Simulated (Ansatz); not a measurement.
NbAg (rock salt, Fm-3m) at seven volumes, the program Ansatz at the PBE level (PAW), scaled uniformly. One row is withheld.

```json
[
 {"V (Å³/atom)": "18.514", "P (GPa)": "13.98"},
 {"V (Å³/atom)": "19.125", "P (GPa)": "8.50"},
 {"V (Å³/atom)": "19.735", "P (GPa)": "3.88"},
 {"V (Å³/atom)": "20.346", "P (GPa)": "0.00"},
 {"V (Å³/atom)": "20.956", "P (GPa)": "-3.27"},
 {"V (Å³/atom)": "21.566", "P (GPa)": "?"},
 {"V (Å³/atom)": "22.177", "P (GPa)": "-8.29"}
]
```

Fit the shown pressures and predict the withheld one.

Third-order Birch–Murnaghan: P = (3/2)B₀(x^(7/2) − x^(5/2))[1 + (3/4)(B′ − 4)(x − 1)] with x = (V₀/V)^(2/3). Least squares on the six rows gives V₀ = 20.346 Å³/atom, B₀ = 118.2 GPa, B′ = 4.78. At V = 21.566, x = 0.9619 and P = -5.99 GPa. The run itself gave -6.00 GPa.

The start of the workflow was typed in or built on a structure type; neither database checked (COD, Materials Project) lists it. Whether it is the stable phase at ambient conditions was not checked. The PBE relaxation kept the symmetry of its start; whether a distortion lowers the energy is not shown. The run is not spin-polarised. The volume moved by 16 % from the start of the relaxation. Its formation energy is positive at this level, so the cell may be metastable or incomplete.

Potentials: the later of the program's two PAW sets.
